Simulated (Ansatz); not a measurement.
Ansatz (a quantum-chemistry and plane-wave program) input:

Ansatz 0.2 input:
```yaml
crystal:
  lattice:
    - [3.8209077436, 0.0, 0.0]
    - [-1.9104538718, 3.3090031715, 0.0]
    - [0.0, 0.0, 8.6329240213]
  atoms:
    - { symbol: Al, position: [0.0, 0.4998223227, 0.6666666667] }
    - { symbol: Al, position: [0.5001776773, 0.5001776773, 0.0] }
    - { symbol: Al, position: [0.4998223227, 0.0, 0.3333333333] }
    - { symbol: P, position: [0.0, 0.4998858978, 0.1666666667] }
    - { symbol: P, position: [0.5001141022, 0.5001141022, 0.5] }
    - { symbol: P, position: [0.4998858978, 0.0, 0.8333333333] }
kpoints:
  mp_grid: { grid: [7, 7, 3] }
basis: { xc_grid: 2 }
hamiltonian:
  xc: pbesol
  pseudopotentials: { azcp: { folder: ./paw }, kind: paw }
scf:
  occupations: { method: fixed }
output:
  optics: { e_range: [0.0, 15.0], de: 0.05, sigma: 0.1, bands: { spectra_wanted_up_to: 12 eV } }
```

Output (shortened):

```
output.optics: the spectra are integrated over the Brillouin zone by k·p interpolation around the k-points, where levels, occupations, output.optics.sigma and …
Pseudopotentials: kind: paw
Pseudopotential: Al, paw, valence charge 3
Pseudopotential: P, paw, valence charge 5
Functional definition: PBEsol
Crystal: 6 atoms, lattice volume = 109.149 Å³
Basis set: ecut = 420 eV, 2129 PW (Γ), exchange–correlation on 54×54×120 points (8 copies of the dense FFT grid, shifted against one another)
Bands: 18, of which v1, the nominal top of the filled ones, is band 12 counted from 1 (11 counted from 0)
Symmetry: 6 space group operations
Space group: P3121 (ITA 152), of the structure as read, at distance tolerance 4.8e-5 Å
k-points: 20 of 147 (time reversal used)
PAW frozen core: Al, regenerated for the run's functional, and the local potential with it
PAW frozen core: P, regenerated for the run's functional, and the local potential with it
Initial density: superposition of atomic densities (chi_scale 0.1, normalization cell, long waves kept (reshape's long-wave potential 0.00 eV rms))
Initial wavefunctions: pseudopotential atomic-orbital guess
Eigensolver: davidson
Functional: x = pbesol(κ = 0.804, μ = 0.12345679012345678), c = pbesol(β = 0.046)
SCF iter   1: F=—  HF=-3796.940812 eV  |F-HF|=—  |Δ(HF+E_count)|=         —  Δρ=4.31e-2  dr2=2.43e0  ethr=3.10e-3  ⟨swp⟩=6.3  Hψ=2032  notcnv=0  defer=56
all-band conjugate gradients solve this SCF's bands
preconditioner: auto → Resta (q_TF=auto, 2.120 Å⁻¹)
SCF iter   2: F=—  HF=-3796.355983 eV  |F-HF|=—  |Δ(HF+E_count)|=   5.85e-1  Δρ=2.34e-2  dr2=5.83e-1  ethr=3.10e-3  ⟨swp⟩=3.0  Hψ=787  notcnv=0  defer=72
SCF iter   3: F=—  HF=-3796.186192 eV  |F-HF|=—  |Δ(HF+E_count)|=   1.70e-1  Δρ=3.36e-3  dr2=1.03e-2  ethr=2.43e-3  ⟨swp⟩=2.5  Hψ=560  notcnv=0  defer=76
SCF iter   4: F=—  HF=-3796.185223 eV  |F-HF|=—  |Δ(HF+E_count)|=   9.70e-4  Δρ=4.37e-4  dr2=1.18e-4  ethr=4.27e-5  ⟨swp⟩=3.8  Hψ=598  notcnv=0  defer=80
SCF iter   5: F=—  HF=-3796.185301 eV  |F-HF|=—  |Δ(HF+E_count)|=   7.88e-5  Δρ=4.15e-5  dr2=1.62e-6  ethr=4.93e-7  ⟨swp⟩=2.8  Hψ=544  notcnv=0  defer=80
SCF iter   6: F=—  HF=-3796.185309 eV  |F-HF|=—  |Δ(HF+E_count)|=   7.77e-6  Δρ=4.17e-6  dr2=2.41e-8  ethr=6.76e-9  ⟨swp⟩=2.4  Hψ=557  notcnv=0  defer=79
SCF iter   7: F=—  HF=-3796.185309 eV  |F-HF|=—  |Δ(HF+E_count)|=   1.71e-9  Δρ=5.41e-7  dr2=2.73e-10  ethr=1.00e-10  ⟨swp⟩=2.4  Hψ=569  notcnv=0  defer=79
SCF iter   8: F=—  HF=-3796.185309 eV  |F-HF|=—  |Δ(HF+E_count)|=  5.64e-11  Δρ=9.66e-8  dr2=1.21e-11  ethr=1.00e-12  ⟨swp⟩=13.1  Hψ=2558  notcnv=0
SCF iter   9: F=-3796.185309 eV  HF=-3796.185309 eV  |F-HF|=0.00e0  |Δ(HF+E_count)|=  4.18e-11  Δρ=1.27e-8  dr2=1.89e-13  ethr=1.00e-12  ⟨swp⟩=2.0  Hψ=680  notcnv=0
SCF 1 converged in 9 iterations: F = -3796.185309 eV  dr2 = 1.89e-13
NSCF: frozen V_eff on 20 k-points
Optics k sum: 0 of 20 k-points
Optics k sum: 1 of 20 k-points
Optics k sum: 2 of 20 k-points
Optics k sum: 3 of 20 k-points
Optics k sum: 4 of 20 k-points
Optics k sum: 5 of 20 k-points
Optics k sum: 6 of 20 k-points
Optics k sum: 7 of 20 k-points
Optics k sum: 8 of 20 k-points
Optics k sum: 9 of 20 k-points
Optics k sum: 10 of 20 k-points
Optics k sum: 11 of 20 k-points
Optics k sum: 12 of 20 k-points
Optics k sum: 13 of 20 k-points
Optics k sum: 14 of 20 k-points
Optics k sum: 15 of 20 k-points
Optics k sum: 16 of 20 k-points
Optics k sum: 17 of 20 k-points
Optics k sum: 18 of 20 k-points
Optics k sum: 19 of 20 k-points
Optics k sum: 20 of 20 k-points
Optics k sum: 0 of 20 k-points
Optics k sum: 1 of 20 k-points
Optics k sum: 2 of 20 k-points
Optics k sum: 3 of 20 k-points
Optics k sum: 4 of 20 k-points
Optics k sum: 5 of 20 k-points
Optics k sum: 6 of 20 k-points
Optics k sum: 7 of 20 k-points
Optics k sum: 8 of 20 k-points
Optics k sum: 9 of 20 k-points
Optics k sum: 10 of 20 k-points
Optics k sum: 11 of 20 k-points
Optics k sum: 12 of 20 k-points
Optics k sum: 13 of 20 k-points
Optics k sum: 14 of 20 k-points
Optics k sum: 15 of 20 k-points
Optics k sum: 16 of 20 k-points
Optics k sum: 17 of 20 k-points
Optics k sum: 18 of 20 k-points
Optics k sum: 19 of 20 k-points
Optics k sum: 20 of 20 k-points
NSCF: frozen V_eff on 1 k-points
NSCF: frozen V_eff on 1 k-points
NSCF: frozen V_eff on 1 k-points
NSCF: frozen V_eff on 1 k-points
NSCF: frozen V_eff on 1 k-points
output.optics: what the bands over the 38 summed would add to eps1, eps2 and the energy-loss function is held between a lower and an upper bound (9 Lanczos …
SCF converged after 9 iterations
Free energy (F): -3796.185309 eV
Harris-Foulkes:  -3796.185309 eV  (|F-HF|=0.00e0)
Internal energy: -3796.185309 eV  (E = F + TS)
E sigma→0 (E₀):  -3796.185309 eV
Fermi energy:    6.763735 eV
--- Per-component energies (eV) ---
  E_band       = 41.050893
  E_kinetic    = 275.722964
  E_local      = -167.448376  (includes V_loc(G=0)·N_el)
  E_nonlocal   = 127.990226
  E_hartree    = 55.385728
  E_xc         = -329.641820
  E_vxc        = -272.501660  (∫ρ·V_xc dr)
  E_paw        = -2999.962995  (= ΣΔE_a)
  E_vpaw       = -33.483711  (= ΣTr[D̂ρ^β])
  E_aug_tail   = -0.000008  (compensation charges beyond the density's cutoff)
  E_ewald      = -758.426734
  E_core_change = 0.195706  (= ΣΔE_core)
  E_smearing   =  0.000000  (= −TS)
  E_closure    = 0.000000  (closes the sum)
  Σ components = -3796.185309   (vs F -3796.185309, Δ=0.00e0)
  [band-id]    e_kinetic+e_local+e_nonlocal+2·e_hartree+e_vxc+e_vpaw+e_augmentation_tail = 41.050890   (vs E_band 41.050893, Δ=-3.05e-6)
--- Band table (eV; the first three rows and the last of 20) ---
  k-point 0: bands = ["-5.8239", "-4.2395", "-4.2395", "1.8098", "1.8098", "4.4598", "5.6151", "5.6151", "6.3995", "6.3995", "6.7220", "6.7637", "8.8042", "8.8042", "8.9448", "11.1320", "11.1320", "11.2763"]
  k-point 1: bands = ["-5.6362", "-5.0872", "-3.3584", "0.3226", "3.7691", "4.6073", "5.0255", "5.6840", "6.1119", "6.3552", "6.5096", "6.6520", "8.5833", "9.3157", "9.5043", "10.5340", "10.9657", "11.6090"]
  k-point 2: bands = ["-5.6055", "-4.0616", "-4.0519", "1.7573", "1.9548", "3.7849", "4.4767", "4.9287", "5.4684", "5.9207", "6.1781", "6.5750", "9.4335", "9.5375", "10.1552", "10.2064", "10.9105", "10.9609"]
  k-point 19: bands = ["-3.6464", "-3.2799", "-2.8523", "0.2804", "1.0468", "1.8957", "2.2904", "2.7820", "3.2119", "4.1581", "4.3276", "5.6349", "8.7637", "9.3872", "10.4703", "10.6669", "11.0552", "12.0093"]
  band table: 18 of 18 bands, residual norms ≤ 1.0e-3 eV
```

Cost: around 70 core-seconds (rough) on shared cores.

Space group P6_422. The start of the workflow was typed in or built on a structure type; neither database checked (COD, Materials Project) lists it. It is not the phase usual at ambient conditions (space group No. 216). The cell was relaxed with PBEsol under the symmetry of its start; its stability against distortions is not shown here. Point labels and valley counts follow the cell and symmetry of the run, lower than the named group.

Potentials: the earlier of the program's two PAW sets. The files were generated under PBE; for other functionals the program regenerates the frozen cores, and for LDA and PBEsol the local potential too.

Ansatz is a plane-wave DFT program.
